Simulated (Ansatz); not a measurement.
Input:

C:
```xyz
10
Lattice="4.8085 0.0000 0.0000 0.0000 4.8085 0.0000 0.0000 0.0000 4.8085" Properties=species:S:1:pos:R:3 pbc="T T T"
C      0.0000     0.0000     0.0000
C      2.4043     2.4043     2.4043
C      0.8558     0.8558     0.8558
C      1.5484     1.5484     1.5484
C      0.8558     3.9527     3.9527
C      1.5484     3.2601     3.2601
C      3.9527     0.8558     3.9527
C      3.2601     1.5484     3.2601
C      3.9527     3.9527     0.8558
C      3.2601     3.2601     1.5484
```

This is the r²SCAN-relaxed structure.

**Question.** All from r²SCAN (plane waves, PAW; program Ansatz), unless another level is named. Estimate the HSE06 gap on the r²SCAN cell.

**Answer.** 5.54 eV.

**Question.** Give the smallest direct gap on the standard path.

**Answer.** 4.92 eV.

**Question.** Give the conduction-band minimum.

**Answer.** on the M–Γ line, 58 % of the way from M (12 equivalent valleys).

**Question.** What about the valence-band maximum?

**Answer.** at R.

Space group Pn-3m. The start of the workflow was typed in or built on a structure type; neither database checked (COD, Materials Project) lists it. It is not the phase usual at ambient conditions (space group No. 194, 227). The cell was relaxed with r²SCAN under the symmetry of its start; its stability against distortions is not shown here.

Potentials: the earlier of the program's two PAW sets.
